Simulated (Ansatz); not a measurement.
Property card for LaAl₂N₃

All numbers below come from DFT PBE, scalar-relativistic, plane waves, PAW (Ansatz 0.2.0).

Cutoff 420 eV; k points 10×10×6 on the computed 6-atom cell (Γ-centred); Gaussian smearing, width 0.10 eV; no spin polarisation.

The structure is relaxed at this level of theory with its symmetry kept, and needn't be the ground state of this composition.

```cif
data_structure
_symmetry_space_group_name_H-M 'P 1'
_symmetry_Int_Tables_number 1
_cell_length_a 3.7286
_cell_length_b 3.7286
_cell_length_c 7.7780
_cell_angle_alpha 90.000
_cell_angle_beta 90.000
_cell_angle_gamma 90.000
_cell_volume 108.13
loop_
_atom_site_label
_atom_site_type_symbol
_atom_site_fract_x
_atom_site_fract_y
_atom_site_fract_z
_atom_site_occupancy
La1 La 0.50000 0.50000 0.34707 1
Al1 Al 0.50000 0.50000 0.72444 1
Al2 Al 0.00000 0.00000 0.60311 1
N1 N 0.50000 0.00000 0.66963 1
N2 N 0.00000 0.50000 0.66963 1
N3 N 0.00000 0.00000 0.34478 1
```

| Property | Result |
| --- | --- |
| Space group | P4mm (No. 99) |
| Volume per atom | 121.6 bohr³ |
| Formation energy from the elements' standard states (uncorrected) | -0.782 eV/atom |
| Kohn–Sham band gap | none (metal) |
| Density of states at the Fermi level | 0.0 states/eV per cell |
| Orbital (Löwdin) character within 0.5 eV of the Fermi level | N 2p 79 % |
| Bader charge by site (e) | La (1 in the cell) 1.78, Al (1 in the cell) 2.33, Al (1 in the cell) 2.46, N (2 in the cell) -2.33, N (1 in the cell) -1.91 |

Spin-orbit coupling is left out, which matters for the bands of heavy elements. The cell holds layers, chains or molecules and no dispersion correction was added, so their binding is poorly described.

Another cell of LaAl2N3 relaxed alike, in P-3m1, lies 19 meV/atom lower, so this cell isn't the stable form at this level.

The cell was found from a structure generator's guess, not taken from experiment. Löwdin shares on free-atom orbitals overweight diffuse shells.
